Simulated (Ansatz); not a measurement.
Pd:
```xyz
2
Lattice="0.0000 2.8704 2.8704 2.8704 0.0000 2.8704 2.8704 2.8704 0.0000" Properties=species:S:1:pos:R:3 pbc="T T T"
Pd     0.0000     0.0000     0.0000
Pd     1.4352     1.4352     1.4352
```

Relaxed with r²SCAN. Special points in fractions of this cell's reciprocal vectors: Γ (0.000, 0.000, 0.000); X (0.500, 0.000, 0.500); U (0.625, 0.250, 0.625); K (0.375, 0.375, 0.750); L (0.500, 0.500, 0.500); W (0.500, 0.250, 0.750).

Problem. List the band energies nearest the Fermi level at these points for plane-wave PAW r²SCAN (Ansatz code).

Solution. In eV from the Fermi level; about four levels below and three above (degenerate sets whole), none deeper than 8.9 eV; … stands for higher levels left out; points with the same levels are listed once.

| k | below | above |
|---|---|---|
| Γ | -1.38 -1.38 -1.38 -0.19 -0.19 | … |
| X | -1.95 -1.95 -0.15 -0.15 | 2.15 2.15 … |
| U | -2.17 -1.95 -1.81 -0.06 | 0.10 2.07 2.48 |
| L | -1.09 -1.09 -0.34 -0.34 | 0.10 1.47 … |
| W | -2.37 -2.37 -1.95 -1.95 | 0.10 0.10 2.56 2.56 |

Space group Fd-3m (diamond). The start of the workflow was typed in or built on a structure type; neither database checked (COD, Materials Project) lists it. It is not the phase usual at ambient conditions (space group No. 225). The cell was relaxed with r²SCAN under the symmetry of its start. At this level the phase is mechanically unstable. The run is not spin-polarised. Scalar-relativistic: spin–orbit coupling is off unless named, which matters more the heavier the elements.

Potentials: the earlier of the program's two PAW sets.
